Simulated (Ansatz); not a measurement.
CaCo2Ge2:
```cif
data_CaCo2Ge2
_chemical_formula_sum 'Ca1 Co2 Ge2'
_space_group_name_H-M_alt 'P 1'
_space_group_IT_number 1
_cell_length_a 5.84841
_cell_length_b 5.84841
_cell_length_c 5.84841
_cell_angle_alpha 140.687
_cell_angle_beta 140.687
_cell_angle_gamma 56.812
loop_
_space_group_symop_operation_xyz
  'x, y, z'
loop_
_atom_site_label
_atom_site_type_symbol
_atom_site_fract_x
_atom_site_fract_y
_atom_site_fract_z
_atom_site_occupancy
Ca1 Ca 0.00000 0.00000 0.00000 1
Co1 Co 0.25000 0.75000 0.50000 1
Co2 Co 0.75000 0.25000 0.50000 1
Ge1 Ge 0.36764 0.36764 0.00000 1
Ge2 Ge 0.63236 0.63236 0.00000 1
```

Relaxed with r²SCAN.

Task: Which orbitals make up the states near the Fermi level in DFT-r²SCAN in the program Ansatz with PAW potentials?

Result: Within 0.5 eV of the Fermi level: Co 3d 63 %, Ge 4p 23 %, outside the projected shells 8 %. Projections are on Löwdin-orthogonalised atomic valence shells; empty p or d shells of many metals are not among them.

Task: Tabulate the density of states.

Result: States/eV per cell of 5 atoms, in 0.25 eV bins, energy from the Fermi level.

```
E (eV)  total  Co 3d  Ge 4p  Co 4s
------  -----  -----  -----  -----
-7.85    0.00   0.00   0.00   0.00
-7.60    0.00   0.00   0.00   0.00
-7.35    0.00   0.00   0.00   0.00
-7.10    0.00   0.00   0.00   0.00
-6.85    0.00   0.00   0.00   0.00
-6.60    0.00   0.00   0.00   0.00
-6.35    0.00   0.00   0.00   0.00
-6.10    0.00   0.00   0.00   0.00
-5.85    0.00   0.00   0.00   0.00
-5.60    0.00   0.00   0.00   0.00
-5.35    0.80   0.10   0.52   0.10
-5.10    2.95   0.46   1.84   0.39
-4.85    2.82   0.54   1.68   0.33
-4.60    2.90   0.78   1.61   0.27
-4.35    1.60   0.41   0.89   0.16
-4.10    1.44   0.43   0.76   0.12
-3.85    2.05   0.76   1.02   0.09
-3.60    2.60   1.00   1.33   0.10
-3.35    3.77   1.53   1.95   0.11
-3.10    4.61   2.44   1.95   0.08
-2.85    5.75   2.98   2.42   0.09
-2.60    6.12   3.81   1.94   0.05
-2.35    8.55   6.15   1.87   0.03
-2.10    6.52   4.79   1.32   0.02
-1.85    5.59   4.63   0.65   0.01
-1.60    4.20   3.85   0.16   0.00
-1.35    9.88   9.24   0.24   0.05
-1.10    9.53   8.74   0.39   0.03
-0.85    6.29   5.62   0.38   0.03
-0.60    4.15   3.11   0.57   0.04
-0.35    2.38   1.54   0.51   0.03
-0.10    1.64   0.94   0.43   0.03
0.15     2.04   1.17   0.54   0.04
0.40     3.76   2.44   0.86   0.09
0.65     4.03   2.49   1.00   0.11
0.90     3.06   1.51   0.97   0.06
1.15     2.76   1.14   0.97   0.05
1.40     1.72   0.62   0.62   0.03
1.65     1.45   0.47   0.55   0.03
1.90     1.17   0.34   0.44   0.03
2.15     1.07   0.27   0.41   0.03
2.40     1.66   0.33   0.71   0.03
2.65     2.17   0.37   0.81   0.07
2.90     1.57   0.27   0.60   0.05
3.15     1.68   0.29   0.64   0.07
3.40     1.50   0.23   0.50   0.06
3.65     1.31   0.16   0.36   0.04
3.90     1.57   0.15   0.38   0.08
4.15     2.13   0.17   0.37   0.08
4.40     3.67   0.27   0.45   0.20
4.65     4.42   0.25   0.39   0.33
```

Space group I4/mmm. The workflow started from a Materials Project entry (that database holds measured and hypothetical structures alike); the Crystallography Open Database copy checked does not list it. Its standing as an ambient phase is unchecked. The cell was relaxed with r²SCAN under the symmetry of its start; whether a distortion lowers the energy is not shown. The run is not spin-polarised. Spin–orbit coupling is left out wherever it is not named.

Potentials: the later of the program's two PAW sets.
